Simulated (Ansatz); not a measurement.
## Relaxing a structure of Ga

The start is a generated cell, Ga placed in the AFLOW prototype A_oC8_64_f. Cell shape, volume and atoms are optimised at zero target pressure with PBEsol (plane waves to 420 eV, PAW, scalar-relativistic; Ansatz, a first-principles code). First-step values are on the input's coarse k-mesh.

Ansatz input (later rounds restart from its end on a renewed k-mesh):
Ansatz 0.2 input:
```yaml
crystal:
  lattice:
    - [2.2615, -3.8305, 0]
    - [2.2615, 3.8305, 0]
    - [0, 0, 4.524]
  atoms:
    - { symbol: Ga, position: [0.3451, 0.6549, 0.581] }
    - { symbol: Ga, position: [0.6549, 0.3451, 0.419] }
    - { symbol: Ga, position: [0.8451, 0.1549, 0.919] }
    - { symbol: Ga, position: [0.1549, 0.8451, 0.081] }
basis: { ecutwfc: 420, ecutrho_ratio: 4, xc_grid: 2, fft_grid_basis: typed }
kpoints: { mp_grid: { grid: [8, 8, 7] } }
hamiltonian:
  xc: pbesol
  dispersion: none
  pseudopotentials: { azcp: { folder: ./paw }, kind: paw }
scf: { occupations: { method: fermi_dirac, width: 0.05 } }
relax: { f_tol: 0.01, max_steps: 100, cell: { stress_tol: 0.02 } }
output: { forces: true, stress: true }
```

**Question.** By how much does the energy per atom fall from start to end?

**Answer.** Under 0.01 eV/atom.

**Question.** How do the shortest distances between atoms change?

**Answer.** The closest pairs of elements (up to four, under 3.6 Å), start → end: Ga–Ga 2.48 → 2.48 Å.

**Question.** What does it relax into? Give the structure.

**Answer.** 
```cif
data_Ga8
_chemical_formula_sum 'Ga8'
_space_group_name_H-M_alt 'Cmce'
_space_group_IT_number 64
_space_group_name_Hall '-C 2ac 2'
_cell_length_a 4.48001
_cell_length_b 7.58600
_cell_length_c 4.48951
_cell_angle_alpha 90.000
_cell_angle_beta 90.000
_cell_angle_gamma 90.000
loop_
_atom_site_label
_atom_site_type_symbol
_atom_site_symmetry_multiplicity
_atom_site_Wyckoff_symbol
_atom_site_fract_x
_atom_site_fract_y
_atom_site_fract_z
_atom_site_occupancy
Ga1 Ga 8 f 0.00000 0.34401 0.41595 1
```
(The calculation used a cell of 4 atoms; values per cell refer to that cell.)

The space group stays Cmce (No. 64) (the run could not lower it); the end is AFLOW prototype A_oC8_64_f (A11, as in Ga), with 4 atoms in the primitive cell. Final values are on a 12×12×10 k-mesh of the relaxed cell. No spin polarisation in the result.

The run could not lose the symmetry of its start.
